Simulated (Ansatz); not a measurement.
# Structures of Hf$_{3}$Te: which is lowest?

Plane-wave DFT in Ansatz with scalar-relativistic PAW potentials, cutoff 420 eV, Γ-centred meshes chosen by cell and gap, Gaussian smearing with energies taken to zero width. Every cell was relaxed (cell and atoms) in a run of its own, within the symmetry of its start. Functional: PBE.

Relaxed structures (starts from databases or built by putting these elements on another compound's sites):
A. Pm-3m, 4 atoms in the computed cell, a = 4.429 Å; sites (symmetry × multiplicity) Hf 4/mm.m × 3, Te m-3m × 1; start: built
B. I4/mmm, 4 atoms in the computed cell, a = 4.358 Å, c = 9.312 Å; sites (symmetry × multiplicity) Hf -4m2 × 4 + 4/mmm × 2, Te 4/mmm × 2; start: built

Question: Rank them by energy. Could pressure change the order?

Answer:
```tsv
structure	group	E − E(lowest) (meV/atom)	V (Å³/atom)	gap on mesh (eV)
A	Pm-3m	0.0	21.72	0.00
B	I4/mmm	28.3	22.11	0.00
```

A is lowest, 28 meV/atom under B. The lowest is also the densest of these, so pressure wouldn't bring one of the others in at first order. Other structures may lie lower than all of these, and vibrations aren't counted.

Spin-orbit coupling is left out, which matters for the bands of heavy elements.